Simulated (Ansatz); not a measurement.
**Y2Ge: from a starting cell to a relaxed one**

The relaxed structure here is a generated cell of Y2Ge: the first start was made by placing the elements on the sites of a structure type, and the end was not matched to a known phase here, so it may be hypothetical.

The start is a generated trial cell of Y2Ge in the Fe2P structure type. The cell and all atomic positions are relaxed at zero pressure with r2SCAN (plane waves to 500 eV, PAW, scalar-relativistic; Ansatz, a first-principles code). The first steps use a coarse 4×4×5 k-mesh.

The start:
```yaml
crystal:
  lattice:
    - [7.65483, 0.00000, 0.00000]
    - [-3.82741, 6.62927, 0.00000]
    - [0.00000, 0.00000, 4.47671]
  atoms:
    - { symbol: Y, position: [0.25600, 0.00000, 0.00000] }
    - { symbol: Y, position: [0.00000, 0.25600, 0.00000] }
    - { symbol: Y, position: [0.74400, 0.74400, 0.00000] }
    - { symbol: Y, position: [0.58900, 0.00000, 0.50000] }
    - { symbol: Y, position: [0.00000, 0.58900, 0.50000] }
    - { symbol: Y, position: [0.41100, 0.41100, 0.50000] }
    - { symbol: Ge, position: [0.00000, 0.00000, 0.50000] }
    - { symbol: Ge, position: [0.33333, 0.66667, 0.00000] }
    - { symbol: Ge, position: [0.66667, 0.33333, 0.00000] }
```

```json
{
  "largest_initial_force": "about 0.4 eV/Å, on Y1, Y2, Y3 (atoms numbered as listed)",
  "energy_released": "0.03 eV/atom",
  "volume_change": "+2.0 %, from 25.24 to 25.76 Å³/atom",
  "Shortest distances (start → end)": "The closest pairs of elements (up to four, under 3.6 Å), start → end: Ge–Y 2.89 → 2.94 Å; Y–Y 3.39 → 3.39 Å",
  "band_gap_at_the_end": "zero (metallic)",
  "optimiser_moves": "7"
}
```

It ends as:

Space group P-62m (No. 189); a = 7.9202 Å, b = 7.9202 Å, c = 4.2669 Å, α = 90.00°, β = 90.00°, γ = 120.00°

| atom | site | symmetry | x | y | z |
|---|---|---|---|---|---|
| Y | 3f | m2m | 0.0000 | 0.2661 | 0.0000 |
| Y | 3g | m2m | 0.4006 | 0.4006 | 0.5000 |
| Ge | 1b | -62m | 0.0000 | 0.0000 | 0.5000 |
| Ge | 2c | -6.. | 0.3333 | 0.6667 | 0.0000 |

Final values are on a 7×7×11 k-mesh of the relaxed cell. No spin polarisation in the result.

The run could not lose the symmetry of its start; a randomly shaken copy of 9 atoms returns to this structure.
